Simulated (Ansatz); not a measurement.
Cd (hcp, Mg type)

```yaml
crystal:
  lattice:
    - [2.96202, 0.00000, 0.00000]
    - [-1.48101, 2.56519, 0.00000]
    - [0.00000, 0.00000, 5.79795]
  atoms:
    - { symbol: Cd, position: [0.33333, 0.66667, 0.75000] }
    - { symbol: Cd, position: [0.66667, 0.33333, 0.25000] }
```

Two coordinates are scanned: the volume, and the ratio of the stretch along z (the conventional c axis) to the stretch across it. Atoms keep their fractional coordinates.

These are r2SCAN (plane waves to 500 eV, PAW, scalar-relativistic; Ansatz, a program for electronic structure) values and carry that method's errors. k mesh 18×18×8 (Γ-centred), Fermi-Dirac smearing 0.05 eV. Stress and pressure are positive under compression. With partly filled bands, the response to shear is sensitive to the k mesh, so small differences along c/a are uncertain. Cd was relaxed with its symmetry unable to fall. The last digit holds for this mesh only.

Changes of σzz − σxx (GPa) from the point V/V₀ = 1.000, (c/a)/(c/a)₀ = 1.000 when one coordinate moves alone (two changes are said to add if the coupling is within 5 % of the smaller one, nearly so within 20 %):

```tsv
point	change
V/V₀ = 1.000, (c/a)/(c/a)₀ = 0.920	2.06
V/V₀ = 1.000, (c/a)/(c/a)₀ = 0.947	1.63
V/V₀ = 1.000, (c/a)/(c/a)₀ = 0.973	1.40
V/V₀ = 0.960, (c/a)/(c/a)₀ = 1.000	-1.54
V/V₀ = 0.973, (c/a)/(c/a)₀ = 1.000	-0.98
V/V₀ = 0.987, (c/a)/(c/a)₀ = 1.000	-0.47
V/V₀ = 1.013, (c/a)/(c/a)₀ = 1.000	0.43
V/V₀ = 1.027, (c/a)/(c/a)₀ = 1.000	0.81
V/V₀ = 1.040, (c/a)/(c/a)₀ = 1.000	1.16
V/V₀ = 1.000, (c/a)/(c/a)₀ = 1.027	-1.83
V/V₀ = 1.000, (c/a)/(c/a)₀ = 1.053	-3.07
V/V₀ = 1.000, (c/a)/(c/a)₀ = 1.080	-4.46
```

### Question
Do the two effects add at V/V₀ = 1.040, (c/a)/(c/a)₀ = 0.947? Give the computed change.

### Answer
The sum of the single changes is 1.16 + (1.63) = 2.79; the calculation gives 2.03, so the coupling contributes -0.76 (over 20 % of the smaller single change, not additive).

(Under strain, the slope of the energy per volume gives the stress and its curvature an elastic modulus.)
